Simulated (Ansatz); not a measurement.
One crystal and one scan (energy against volume) at two levels, PBE (plane waves to 420 eV, PAW, scalar-relativistic; Ansatz, a quantum-chemistry and plane-wave program) and PBEsol (plane waves to 420 eV, PAW, scalar-relativistic; Ansatz), each from its own relaxed cell and on its own mesh. The cell shown is that of PBE.

MoSi2 (MoSi2 type, space group I4/mmm)

```xyz
3
Lattice="-1.6085 1.6085 3.9366 1.6085 -1.6085 3.9366 1.6085 1.6085 -3.9366" Properties=species:S:1:pos:R:3 pbc="T T T"
Mo     0.0000     0.0000     0.0000
Si     0.0000     0.0000     2.6384
Si     0.0000     0.0000     5.2348
```

E(V) scan at fixed shape, V₀ the volume above. The atoms relax within the cell's symmetry.

The energy includes the smearing's −TS. MoSi2 is run without spin polarisation. MoSi2 was relaxed with its symmetry unable to fall. The PAW data are Ansatz's earlier set. With the shape held, the modulus is that of even scaling; a crystal free to change shape is softer. Percentages come from the unrounded values. Both scans cover V/V₀ from 0.940 to 1.060.

Results of PBE:

| Item | Result |
|---|---|
| Lattice constant a (Å) | 3.217 |
| Lattice constant c (Å) | 7.873 |
| Relaxed volume (Å³/atom) | 13.58 |
| Pressure at the smallest volume (GPa) | 14.6 |
| Energy cost of the largest compression (meV/atom) | 35 |
| Bulk modulus at fixed cell shape B₀ (third-order Birch-Murnaghan fit) (GPa) | 205.2 |
| Pressure for 5 % compression (fit) (GPa) | 11.8 |

**Question.** What does PBEsol give for the same quantities?

**Answer.** 
| quantity | PBEsol | PBE − PBEsol |
|---|---|---|
| Lattice constant a (Å) | 3.190 | +0.027 (+0.8 %) |
| Lattice constant c (Å) | 7.821 | +0.052 (+0.7 %) |
| Relaxed volume (Å³/atom) | 13.27 | +0.31 (+2.4 %) |
| Pressure at the smallest volume (GPa) | 15.6 | -1.0 (-6 %) |
| Energy cost of the largest compression (meV/atom) | 37 | -2 (-4 %) |
| Bulk modulus at fixed cell shape B₀ (third-order Birch-Murnaghan fit) (GPa) | 219.8 | -14.6 (-6.7 %) |
| Pressure for 5 % compression (fit) (GPa) | 12.6 | -0.8 (-7 %) |

PBE gives the higher value for: lattice constant a; lattice constant c; relaxed volume. PBE gives the lower value for: pressure at the smallest volume; bulk modulus at fixed cell shape B₀; pressure for 5 % compression. Neither level is exact: the differences show how much the result hangs on the functional.

(A scan under strain: stresses follow from slopes of the energy per volume, elastic moduli from its curvatures.)
